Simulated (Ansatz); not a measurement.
C in space group Cmmm (No. 65; C on 8p, C on 8q) under volume change, plane-wave PAW r²SCAN (Ansatz code), shape and atoms relaxed at each volume.

```
V (Å³/atom)  E − E(relaxed) (meV/atom)  P (GPa)
-----------  -------------------------  -------
5.280                             73.0    48.21
5.454                             30.8    29.80
5.628                              7.3    13.84
5.802                              0.0    -0.01
5.976                              6.7   -12.04
6.150                             25.6   -22.48
6.324                             55.0   -31.53
```

### Question
What does a third-order Birch–Murnaghan fit give for V₀, B₀ and B′?

### Answer
V₀ = 5.80 Å³/atom, B₀ = 429 GPa, B′ = 3.7.

The start of the workflow was typed in or built on a structure type; the Crystallography Open Database copy checked does not list it. It is not the phase usual at ambient conditions (space group No. 194, 227). The r²SCAN relaxation kept the symmetry of its start; its stability against distortions is not shown here.

Potentials: the earlier of the program's two PAW sets.
